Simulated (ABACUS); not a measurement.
Worked example: self-consistent single point of LiF (Fm-3m, 8 atoms in the cell; from Materials Project mp-1138) in ABACUS.

Computed with LDA (PW92), PseudoDojo 0.4 standard norm-conserving LDA (tails mended) pseudopotentials (plane waves; ABACUS).

```yaml
crystal:
  lattice:
    - [4.08343, 0.00000, 0.00000]
    - [0.00000, 4.08343, 0.00000]
    - [0.00000, 0.00000, 4.08343]
  atoms:
    - { symbol: Li, position: [0.00000, 0.00000, 0.00000] }
    - { symbol: Li, position: [0.00000, 0.50000, 0.50000] }
    - { symbol: Li, position: [0.50000, 0.00000, 0.50000] }
    - { symbol: Li, position: [0.50000, 0.50000, 0.00000] }
    - { symbol: F, position: [0.50000, 0.00000, 0.00000] }
    - { symbol: F, position: [0.50000, 0.50000, 0.50000] }
    - { symbol: F, position: [0.00000, 0.00000, 0.50000] }
    - { symbol: F, position: [0.00000, 0.50000, 0.00000] }
```

Reference input (self-consistent single point, DFT, LDA (PW92), plane waves, PseudoDojo 0.4 standard norm-conserving LDA (tails mended) pseudopotentials): KPT = MP 7 7 7 0 0 0; basis_type = pw; dft_functional = PWLDA; ecutwfc = 84 Ry; smearing_method = fixed; potentials = PseudoDojo 0.4 standard norm-conserving LDA (tails mended); symmetry = 1; symmetry_prec = 1e-05; ks_solver = dav_subspace; scf_nmax = 100; scf_thr = 1.0e-09 Ry; mixing_type = broyden. This run's input differs from it in these lines:

```diff
@@ -52,4 +52,4 @@
 0
-MP
-7 7 7 0 0 0
+Gamma
+2 2 2 0 0 0
```

Output, abridged:

```
 SELF-CONSISTENT
 -------------------------------------------
                                 init_chg = atomic

 PW ALGORITHM --------------- ION=   1  ELEC=   1--------------------------------

 Density error is 0.435353723713
                          Error Threshold = 0.01
 E_KohnSham     -254.4697531175      -3462.2386110512
 E_Fermi        -0.1278871446        -1.7399938680

 PW ALGORITHM --------------- ION=   1  ELEC=   2--------------------------------

 Density error is 0.199059207325
                          Error Threshold = 0.00108838430928
 E_KohnSham     -254.5901930360      -3463.8772802090
   [... lines left out ...]

 Density error is 2.76690991674e-09
                          Error Threshold = 2.96160726122e-11
 E_KohnSham     -254.6314575388      -3464.4387125724
 E_Fermi        0.0141422403         0.1924150509

 PW ALGORITHM --------------- ION=   1  ELEC=   9--------------------------------

 Density error is 4.2265466325e-11
                          Error Threshold = 6.91727479186e-12
 E_KohnSham     -254.6314575390      -3464.4387125749
 E_KS(sigma->0) -254.6314575390      -3464.4387125749
 E_entropy(-TS) 0.0000000000         0.0000000000
 E_Fermi        0.0141421277         0.1924135191
 charge density convergence is achieved
 final etot is -3464.4387126 eV
 EFERMI = 0.19241351906 eV

 STATE ENERGY(eV) AND OCCUPATIONS    NSPIN == 1
   [... 27 lines left out ...]

 TOTAL-FORCE (eV/Angstrom)
                       Li1         0.0000000000         0.0000000000         0.0000000000
                       Li2         0.0000000000         0.0000000000         0.0000000000
                       Li3         0.0000000000         0.0000000000         0.0000000000
                       Li4         0.0000000000         0.0000000000         0.0000000000
                        F1         0.0000000000         0.0000000000         0.0000000000
                        F2         0.0000000000         0.0000000000         0.0000000000
                        F3         0.0000000000         0.0000000000         0.0000000000
   [... lines left out ...]

 TOTAL-STRESS (KBAR)
       -85.7106449198        -0.0000000000         0.0000000000
        -0.0000000000       -85.7106449198        -0.0000000000
         0.0000000000        -0.0000000000       -85.7106449198
 TOTAL-PRESSURE: -85.710645 KBAR

 --------------------------------------------
 !FINAL_ETOT_IS -3464.4387125748589824 eV
 --------------------------------------------
```

The run converged in 9 iterations. Against the reference run the free energy goes up by 3.4 meV/atom and the pressure goes from -8.79 to -8.57 GPa.

This run is one point of a test of settings, so its values need not be converged; read them against the reference run alone. The structure comes from a collection of computed structures, made at another level of theory; the collection holds predicted forms beside known ones.

Cost on one core: roughly 13 core-seconds.

“Tails mended”: in these copies of the files the far tail of each local potential was reset to the Coulomb form.
